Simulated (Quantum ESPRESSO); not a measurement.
Quadrupole interaction in ZnS (changed cell)

```yaml
crystal:
  lattice:
    - [0.00000, 2.72062, 2.68022]
    - [2.68022, 0.00000, 2.68022]
    - [2.68022, 2.72062, 0.00000]
  atoms:
    - { symbol: Zn, position: [0.00000, 0.00000, 0.00000] }
    - { symbol: S, position: [0.25000, 0.25000, 0.25000] }
```
The cell was made here from a computed Materials Project entry: strained by +1 % along the cube axis and by -0.5 % across it, atoms relaxed (PBE without dispersion, pw.x of a modified build of Quantum ESPRESSO, symmetry kept). The parent is ZnS in F-43m. Stability against distortions was not tested.

Computed: field gradients by the PAW reconstruction of the field gradient on a scalar-relativistic PBE ground state (Quantum ESPRESSO, JTH datasets), 20 Ha, k-mesh 7×7×7 through Γ.

```json
[
 {"site": "Zn (atom 1)", "site symmetry": "-4m2", "Vzz (10²¹ V/m²)": "-0.26", "η_Q": "0.00", "∣C_Q∣ (MHz)": "0.96 (⁶⁷Zn)"},
 {"site": "S (atom 2)", "site symmetry": "-4m2", "Vzz (10²¹ V/m²)": "0.31", "η_Q": "0.00", "∣C_Q∣ (MHz)": "0.51 (³³S)"}
]
```

Quadrupole moments taken as inputs (sizes, barn, from the tables of PySCF and pymatgen): ⁶⁷Zn 0.15, ³³S 0.0678.

Convention: |Vzz| is the largest principal value, η_Q = (Vxx − Vyy)/Vzz, |C_Q| = |eQVzz/h|. Cores are frozen. Against all-electron runs on small test molecules, this scheme's |Vzz| missed by +4 % on Zn, −3 % on S. The structure is static (0 K, no zero-point motion).
